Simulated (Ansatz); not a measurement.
The start is a generated trial cell of BePd. The structure is fully relaxed (lattice and positions, P = 0) with PBEsol (plane waves to 420 eV, PAW, scalar-relativistic; Ansatz, a first-principles code). First-step values are on the input's coarse k-mesh.

Ansatz input (later rounds restart from its end on a renewed k-mesh):
Ansatz 0.2 input:
```yaml
crystal:
  lattice:
    - [5.0117733, 0, 0]
    - [0, 3.3075219, 0]
    - [0, 0, 5.563422]
  atoms:
    - { symbol: Pd, position: [0.002, 0.25, 0.7997] }
    - { symbol: Pd, position: [0.998, 0.75, 0.2003] }
    - { symbol: Pd, position: [0.498, 0.75, 0.2997] }
    - { symbol: Pd, position: [0.502, 0.25, 0.7003] }
    - { symbol: Be, position: [0.1996, 0.25, 0.4133] }
    - { symbol: Be, position: [0.8004, 0.75, 0.5867] }
    - { symbol: Be, position: [0.3004, 0.75, 0.9133] }
    - { symbol: Be, position: [0.6996, 0.25, 0.0867] }
basis: { ecutwfc: 420, ecutrho_ratio: 4, xc_grid: 2, fft_grid_basis: typed }
kpoints: { mp_grid: { grid: [7, 10, 6] } }
hamiltonian:
  xc: pbesol
  dispersion: none
  pseudopotentials: { kind: paw }
scf: { occupations: { method: fermi_dirac, width: 0.05 } }
relax: { f_tol: 0.01, max_steps: 100, cell: { stress_tol: 0.02 } }
output: { forces: true, stress: true }
```

### Question
What pressure does the first self-consistent step give?

### Answer
+14.6 GPa (positive: the cell is compressed).

### Question
What is the largest force in the starting geometry, and on which atom (counted from 1)?

### Answer
0.78 eV/Å, on Be5, Be6, Be7, Be8 (atoms numbered as listed).

### Question
How much energy is released per atom?

### Answer
0.23 eV/atom.

### Question
How does the volume per atom move from start to end?

### Answer
+0.7 %, from 11.53 to 11.61 Å³/atom.

### Question
What does it relax into? Give the structure.

### Answer

```cif
data_Be4Pd4
_chemical_formula_sum 'Pd4 Be4'
_space_group_name_H-M_alt 'Pnma'
_space_group_IT_number 62
_space_group_name_Hall '-P 2ac 2n'
_cell_length_a 5.44357
_cell_length_b 2.68607
_cell_length_c 6.35007
_cell_angle_alpha 90.000
_cell_angle_beta 90.000
_cell_angle_gamma 90.000
loop_
_atom_site_label
_atom_site_type_symbol
_atom_site_symmetry_multiplicity
_atom_site_Wyckoff_symbol
_atom_site_fract_x
_atom_site_fract_y
_atom_site_fract_z
_atom_site_occupancy
Pd1 Pd 4 c 0.01096 0.25000 0.79891 1
Be1 Be 4 c 0.17962 0.25000 0.46231 1
```

The space group stays Pnma (No. 62) (the run could not lower it), with 8 atoms in the primitive cell. Final values are on a 9×17×8 k-mesh of the relaxed cell. No spin polarisation in the result.

The run could not lower the symmetry of its start; a shaken copy of this end point relaxes with PBEsol to Pm-3m (No. 221), 0.24 eV/atom lower.

The relaxed structure here is a generated cell of BePd: the first start was made by placing the elements on the sites of a structure type, and the end was not matched to a known phase here, so it may be hypothetical.
